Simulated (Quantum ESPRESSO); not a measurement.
B4ON3, input and log of a self-consistent run

Computed values, not a measurement. The program is pw.x of Quantum ESPRESSO 7.5 (plane-wave density functional theory). The cell is made up: 8 atoms on a wurtzite lattice, with randomly drawn elements, strain and displacements, not relaxed. PseudoDojo standard norm-conserving files (v0.5 for PBE, v0.4.1 for LDA and PBEsol) set the functional; there is no spin polarisation, spin-orbit coupling or dispersion term, and the masses in the input are unused placeholders. A spin-polarised start on this cell or one of its family kept no moment.

Input:

```
&control calculation='scf', pseudo_dir='./dojo.nc.sr.pbe.v0_5.standard.upf', outdir='./o', disk_io='low', tprnfor=.true., tstress=.true. /
&system ibrav=0, nat=8, ntyp=3, nbnd=27, ecutwfc=84.00895049, nosym=.true., tot_charge=0,
 occupations='smearing', smearing='fd', degauss=0.0073498644
/
&electrons conv_thr=7.350e-09, electron_maxstep=60, /
ATOMIC_SPECIES
B 1.0 B.upf
N 1.0 N.upf
O 1.0 O.upf
CELL_PARAMETERS angstrom
2.616 0.0166 0.0073
0.0287 4.5095 -0.0442
0.0117 -0.0411 4.3567
ATOMIC_POSITIONS angstrom
B -0.0336 0.0531 0.0019
B 1.2666 2.3098 -0.0521
B 1.3395 0.7085 2.1864
B 0.0592 2.9841 2.1475
O -0.0261 0.0312 1.6153
N 1.3224 2.2786 1.6105
N 1.3191 0.6984 3.7864
N 0.0295 3.0095 3.7277
K_POINTS automatic
9 6 6 1 1 1
```

The log is shortened where brackets say so; the opening notice, blank lines, dates and the lines on written files are dropped, and the path of the files is cut. It prints rydbergs, bohrs and kilobars, and counts compression as positive stress.

```
     Program PWSCF v.7.5
     Parallel version (MPI & OpenMP), running on       4 processor cores
     Number of MPI processes:                 4
     Threads/MPI process:                     1
     [start-up lines left out]
     bravais-lattice index     =            0
     lattice parameter (alat)  =       4.9436  a.u.
     unit-cell volume          =     346.7842 (a.u.)^3
     number of atoms/cell      =            8
     number of atomic types    =            3
     number of electrons       =        33.00
     number of Kohn-Sham states=           27
     kinetic-energy cutoff     =      84.0090  Ry
     charge density cutoff     =     336.0358  Ry
     scf convergence threshold =      7.3E-09
     mixing beta               =       0.7000
     number of iterations used =            8  plain     mixing
     Exchange-correlation= PBE
                           (   1   4   3   4   0   0   0)
     [axes and pseudopotential details left out]
   Cartesian axes
     site n.     atom                  positions (alat units)
         1        B      tau(   1) = (  -0.0128437   0.0202977   0.0007263  )
         2        B      tau(   2) = (   0.4841627   0.8829299  -0.0199154  )
         3        B      tau(   3) = (   0.5120290   0.2708268   0.8357597  )
         4        B      tau(   4) = (   0.0226294   1.1406836   0.8208901  )
         5        O      tau(   5) = (  -0.0099768   0.0119263   0.6174546  )
         6        N      tau(   6) = (   0.5054924   0.8710035   0.6156198  )
         7        N      tau(   7) = (   0.5042310   0.2669661   1.4473658  )
         8        N      tau(   8) = (   0.0112765   1.1503928   1.4249275  )
     number of k points=   162  Fermi-Dirac smearing, width (Ry)=  0.0073
     Number of k-points >= 100: set verbosity='high' to print them.
     Dense  grid:    36071 G-vectors     FFT dimensions: (  30,  50,  50)
     Estimated max dynamical RAM per process >     115.86 MB
     Estimated total dynamical RAM >     437.04 MB
     Initial potential from superposition of free atoms
     starting charge      32.9990, renormalised to      33.0000
     Starting wfcs are   32 randomized atomic wfcs
     total cpu time spent up to now is        2.4 secs
     per-process dynamical memory:   106.5 Mb
     Self-consistent Calculation
     iteration #  1     ecut=    84.01 Ry     beta= 0.70
     Davidson diagonalization with overlap
     ethr =  1.00E-02,  avg # of iterations =  3.0
     total cpu time spent up to now is        7.6 secs
     total energy              =    -118.84564399 Ry
     estimated scf accuracy    <       0.74833208 Ry
     iteration #  2     ecut=    84.01 Ry     beta= 0.70
     Davidson diagonalization with overlap
     ethr =  2.27E-03,  avg # of iterations =  2.0
     total cpu time spent up to now is       11.7 secs
     total energy              =    -119.02802076 Ry
     estimated scf accuracy    <       0.39964400 Ry
     iteration #  3     ecut=    84.01 Ry     beta= 0.70
     Davidson diagonalization with overlap
     ethr =  1.21E-03,  avg # of iterations =  1.9
     total cpu time spent up to now is       14.9 secs
     total energy              =    -119.09718206 Ry
     estimated scf accuracy    <       0.01191438 Ry
     iteration #  4     ecut=    84.01 Ry     beta= 0.70
     Davidson diagonalization with overlap
     ethr =  3.61E-05,  avg # of iterations =  9.5
     total cpu time spent up to now is       21.1 secs
     total energy              =    -119.10284061 Ry
     estimated scf accuracy    <       0.01072326 Ry
     iteration #  5     ecut=    84.01 Ry     beta= 0.70
     Davidson diagonalization with overlap
     ethr =  3.25E-05,  avg # of iterations =  2.0
     total cpu time spent up to now is       24.6 secs
     total energy              =    -119.10445353 Ry
     estimated scf accuracy    <       0.00065757 Ry
     iteration #  6     ecut=    84.01 Ry     beta= 0.70
     Davidson diagonalization with overlap
     ethr =  1.99E-06,  avg # of iterations =  9.0
     total cpu time spent up to now is       30.3 secs
     total energy              =    -119.10457919 Ry
     estimated scf accuracy    <       0.00003872 Ry
     iteration #  7     ecut=    84.01 Ry     beta= 0.70
     Davidson diagonalization with overlap
     ethr =  1.17E-07,  avg # of iterations =  2.2
     total cpu time spent up to now is       33.9 secs
     total energy              =    -119.10459187 Ry
     estimated scf accuracy    <       0.00000632 Ry
     iteration #  8     ecut=    84.01 Ry     beta= 0.70
     Davidson diagonalization with overlap
     ethr =  1.91E-08,  avg # of iterations =  2.1
     total cpu time spent up to now is       37.1 secs
     total energy              =    -119.10459247 Ry
     estimated scf accuracy    <       0.00000154 Ry
     iteration #  9     ecut=    84.01 Ry     beta= 0.70
     Davidson diagonalization with overlap
     ethr =  4.67E-09,  avg # of iterations =  2.0
     total cpu time spent up to now is       40.5 secs
     total energy              =    -119.10459274 Ry
     estimated scf accuracy    <       0.00000002 Ry
     iteration # 10     ecut=    84.01 Ry     beta= 0.70
     Davidson diagonalization with overlap
     ethr =  7.30E-11,  avg # of iterations =  4.9
     total cpu time spent up to now is       44.8 secs
     End of self-consistent calculation
     Number of k-points >= 100: set verbosity='high' to print the bands.
     the Fermi energy is    15.6763 ev
!    total energy              =    -119.10459276 Ry
     estimated scf accuracy    <          4.7E-09 Ry
     smearing contrib. (-TS)   =      -0.00380345 Ry
     internal energy E=F+TS    =    -119.10078931 Ry
     The total energy is F=E-TS. E is the sum of the following terms:
     one-electron contribution =       8.14804092 Ry
     hartree contribution      =      19.13870043 Ry
     xc contribution           =     -36.64714311 Ry
     ewald contribution        =    -109.74038755 Ry
     convergence has been achieved in  10 iterations
     Forces acting on atoms (cartesian axes, Ry/au):
     atom    1 type  1   force =     0.01619537   -0.02107440   -0.10116011
     atom    2 type  1   force =     0.03822156   -0.02222972    0.01496536
     atom    3 type  1   force =     0.00793752    0.12196225    0.07219237
     atom    4 type  1   force =    -0.02970757   -0.09509499    0.04850136
     atom    5 type  3   force =    -0.00492927   -0.01878924   -0.03780086
     atom    6 type  2   force =     0.01375144   -0.00552487   -0.03699345
     atom    7 type  2   force =    -0.01905372    0.05215126   -0.00046570
     atom    8 type  2   force =    -0.02241534   -0.01140030    0.04076102
     Total force =     0.233061     Total SCF correction =     0.000115
     Computing stress (Cartesian axis) and pressure
          total   stress  (Ry/bohr**3)                   (kbar)     P=      -98.60
  -0.00009810  -0.00028801   0.00006293          -14.43      -42.37        9.26
  -0.00028801  -0.00088963   0.00015282          -42.37     -130.87       22.48
   0.00006293   0.00015282  -0.00102316            9.26       22.48     -150.51
     init_run     :      2.28s CPU      2.39s WALL (       1 calls)
     electrons    :     42.02s CPU     42.36s WALL (       1 calls)
     forces       :      0.45s CPU      0.45s WALL (       1 calls)
     stress       :      1.84s CPU      1.84s WALL (       1 calls)
     [timing details left out]
     PWSCF        :     46.66s CPU     47.15s WALL
     JOB DONE.
```

In other units: free energy -1620.501 eV for the cell, pressure -9.86 GPa, largest force component 3.136 eV/Å. A rerun of the same cell at another strain at 1437 eV and a 11 x 8 x 8 mesh moved values by no more than 0.003 eV in energy, 0.18 GPa in stress and 0.019 eV/Å in force.